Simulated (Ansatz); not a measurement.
The calculation used DFT PBEsol, scalar-relativistic, plane waves, PAW in Ansatz 0.2.0.

Settings: cutoff 420 eV, Γ-centred mesh 9×9×8 on the computed 6-atom cell, Gaussian smearing of 0.10 eV; no spin polarisation.

Structure with the computed forces (eV/Å) in the last three columns:

```xyz
6
Lattice="5.7606 0.0000 0.0000 -2.8803 4.9889 0.0000 0.0000 0.0000 5.0220" Properties=species:S:1:pos:R:3:forces:R:3 pbc="T T T" pressure_GPa=1.38
Y     0.0000    0.0000    2.5110    0.0000    0.0000    0.0000
Mg   -1.7832    3.5355    0.0000   -0.0100   -0.6360    0.0000
Mg    3.9535   -0.2234    0.0000   -0.5460    0.3270    0.0000
Mg    0.7101    1.6768    0.0000    0.5560    0.3090    0.0000
Mg    2.8803    1.6630    2.5110    0.0000    0.0000    0.0000
Mg    0.0000    3.3259    2.5110    0.0000    0.0000    0.0000
```

Stress tensor (GPa, compression positive):

```
0.12 0.00 0.00
0.00 0.12 0.00
0.00 0.00 3.89
```